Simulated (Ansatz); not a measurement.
W3N4: a faulty run and its cure

The input below was meant for crystalline W3N4, with PBE, plane waves and PAW in Ansatz.

```yaml
crystal:
  lattice:
    - [4.122, 0.0, 0.0]
    - [0.0, 4.122, 0.0]
    - [0.0, 0.0, 4.122]
  atoms:
    - { symbol: W, position: [0.5, 0.5, 0.0] }
    - { symbol: W, position: [0.0, 0.5, 0.5] }
    - { symbol: W, position: [0.5, 0.0, 0.5] }
    - { symbol: "N", position: [0.5, 0.5, 0.5] }
    - { symbol: "N", position: [0.5, 0.0, 0.0] }
    - { symbol: "N", position: [0.0, 0.5, 0.0] }
    - { symbol: "N", position: [0.0, 0.0, 0.5] }
basis:
  ecutwfc: 420
kpoints:
  mp_grid: { grid: [1, 1, 1] }
hamiltonian:
  xc: pbe
scf:
  occupations: { method: gaussian, width: 0.1 }
output:
  forces: true
  stress: true
  eigenvalues: true
```

Command:

```bash
ansatz run input.yaml --threads 2 --pin off --max-ram 5120MiB --backend cpu --events-out ev --progress --plain --runs-dir out
```

Output, shortened (HF is the Harris–Foulkes energy, dr2 the density residual in eV):

```text
Pseudopotential: W, paw, valence charge 14, recommended cutoff 420 eV (normal)
Pseudopotential: N, paw, valence charge 5, recommended cutoff 420 eV (normal)
Crystal: 7 atoms, lattice volume = 70.036 Å³
Basis set: ecut = 420 eV, 1357 PW (Γ), exchange–correlation on 60×60×60 points (8 copies of the dense FFT grid, shifted against one another)
Bands: 38, of which v1, the nominal top of the filled ones, is band 31 counted from 1 (30 counted from 0)
Symmetry: 48 space group operations
Space group: Pm-3m (ITA 221), of the structure as read, at distance tolerance 4.1e-5 Å
k-points: 1
Initial density: superposition of atomic densities, corrected by the library's trained network
SCF iter   1: HF=-32664.660293 eV  Δρ=1.87e-1  dr2=2.91e1
SCF iter   2: HF=-32664.741868 eV  Δρ=2.18e-1  dr2=3.44e1
SCF iter   3: HF=-32659.198516 eV  Δρ=5.64e-2  dr2=1.39e0
SCF iter   4: HF=-32659.972315 eV  Δρ=1.46e-1  dr2=1.77e1  recentre
   ...
SCF iter  18: HF=-32659.032721 eV  Δρ=5.55e-5  dr2=2.41e-6
SCF iter  19: HF=-32659.032721 eV  Δρ=3.84e-5  dr2=1.15e-6
SCF iter  20: F=-32659.032721 eV  HF=-32659.032721 eV  Δρ=1.13e-6  dr2=9.28e-10
SCF 1 converged in 20 iterations: F = -32659.032721 eV  dr2 = 9.28e-10
SCF converged after 20 iterations
Free energy (F): -32659.032721 eV
E sigma→0 (E₀):  -32658.863464 eV
Entropy (-TS):   -0.338513 eV (-48.359 meV/atom)
Fermi energy:    18.789081 eV
--- Forces (eV/Å), atoms counted from 1 ---
  atom   1  W      0.00000000     0.00000000     0.00000000
  atom   2  W      0.00000000     0.00000000     0.00000000
  atom   3  W      0.00000000     0.00000000     0.00000000
  atom   4  N      0.00000000     0.00000000     0.00000000
  atom   5  N     -0.00000000     0.00000000     0.00000000
  atom   6  N      0.00000000    -0.00000000     0.00000000
  atom   7  N     -0.00000000    -0.00000000     0.00000000
--- Stress (GPa, compression-positive) ---
       82.880966       0.000000       0.000000
        0.000000      82.880966       0.000000
        0.000000       0.000000      82.880966
  P = ⅓ Tr σ = 82.8810 GPa (828.810 kbar)
```

Problem. Which fault does the input hold?
A. Lattice vectors in bohr read as angstrom
B. A cutoff meant in rydberg typed as eV
C. Two atoms' positions swapped
D. Fixed occupations on a metal
E. One k-point for a metal

Solution. E. One point can't sample a Fermi surface. The cure is a converged mesh.

Fix:

```diff
 kpoints:
-  mp_grid: { grid: [1, 1, 1] }
+  mp_grid: { grid: [10, 10, 10] }
```

With the mended input the run converges and gives a pressure of 27.02 GPa, no gap. The faulty run's energy lay 4.51 eV per atom higher.

Time of the mended run: 10 s on 2 threads of Arm Neoverse N1 (shared host), peak memory 0.4 GiB.